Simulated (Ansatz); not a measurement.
Space group Pm-3m (No. 221). a = 4.632 Å, b = 4.632 Å, c = 4.632 Å, α = 90.00°, β = 90.00°, γ = 90.00°
```
atom site symmetry x y z
  Sc    3c    4/mm.m  0.0000  0.5000  0.5000
  Tl    1a m-3m  0.0000  0.0000  0.0000
   B    1b m-3m  0.5000  0.5000  0.5000
```

Equation of state of this Sc3TlB structure (not necessarily the ground state), with shape and atoms relaxed at each volume where symmetry leaves them free. It has no gap at any of these volumes. Method: DFT PBEsol, scalar-relativistic, plane waves, PAW in Ansatz.

Cutoff 420 eV; k points 8×8×8 on the computed 5-atom cell (Γ-centred); Gaussian smearing, width 0.10 eV; no spin polarisation.

| V (Å³/atom) | E − E(largest V) (meV/atom) | P (GPa) |
| --- | --- | --- |
| 18.685 | 3.60 | 5.75 |
| 19.281 | -11.99 | 2.69 |
| 19.877 | -16.87 | 0.02 |
| 20.473 | -12.43 | -2.29 |
| 21.070 | 0.00 | -4.28 |

Fit a third-order Birch–Murnaghan equation to E(V).

V0 = 19.88 Å³/atom, B0 = 83 GPa, B0' = 3.9.

Spin-orbit coupling is left out, which matters for the bands of heavy elements.

Cost: 5 runs of about 1.1 core-minutes in all, on Arm Neoverse V1 (shared hosts).